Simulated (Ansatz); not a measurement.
Li:
```yaml
crystal:
  lattice:
    - [-1.71706, 1.71706, 1.71706]
    - [1.71706, -1.71706, 1.71706]
    - [1.71706, 1.71706, -1.71706]
  atoms:
    - { symbol: Li, position: [0.00000, 0.00000, 0.00000] }
```

Relaxed with PBEsol. Special points in fractions of this cell's reciprocal vectors: Γ (0.000, 0.000, 0.000); H (0.500, -0.500, 0.500); N (0.000, 0.000, 0.500); P (0.250, 0.250, 0.250).

Q: List the band energies nearest the Fermi level at these points for PBEsol in the plane-wave PAW code Ansatz.

A: In eV from the Fermi level; about four levels below and three above (degenerate sets whole), none deeper than 8.9 eV; … stands for higher levels left out; points with the same levels are listed once.

```csv
k,below,above
Γ,-3.59,…
H,–,5.51 5.51 5.51
N,–,0.22 3.23 10.38
P,–,3.36 3.36 3.36
```

Space group Im-3m (bcc (W type)). Symmetry was held in the PBEsol relaxation.

Potentials: the later of the program's two PAW sets.
